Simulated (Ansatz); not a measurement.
CuI:
```
CELL_PARAMETERS angstrom
      4.26310     0.00000     0.00000
     -2.13155     3.69196     0.00000
      0.00000     0.00000     9.84091
ATOMIC_POSITIONS crystal
  Cu 0.50000 0.00000 0.50000
  Cu 0.00000 0.50000 0.16667
  Cu 0.50000 0.50000 0.83333
  I  0.49997 0.00002 0.00000
  I  0.99998 0.49995 0.66667
  I  0.49995 0.49997 0.33333
```

This is the HSE06-relaxed structure.

**Question.** All from DFT-HSE06 in the program Ansatz with PAW potentials, unless another level is named. Give the band gap.

**Answer.** 1.97 eV (indirect).

**Question.** Predict the smallest direct gap on the standard path.

**Answer.** 2.47 eV.

**Question.** What about the valence-band maximum?

**Answer.** at A.

**Question.** Predict the conduction-band minimum.

**Answer.** at Γ.

Space group P6_222. A made-up cell: these elements were put on the sites of a structure type; neither database checked (COD, Materials Project) lists it. It is not the phase usual at ambient conditions (space group No. 216). Symmetry was held in the HSE06 relaxation; its stability against distortions is not shown here. The run is not spin-polarised. The hybrid was solved on a coarse mesh, the path and, where they were found, the r²SCAN edge points; its band edges are the extreme levels among these. Spin–orbit coupling is left out wherever it is not named.

Potentials: the later of the program's two PAW sets.
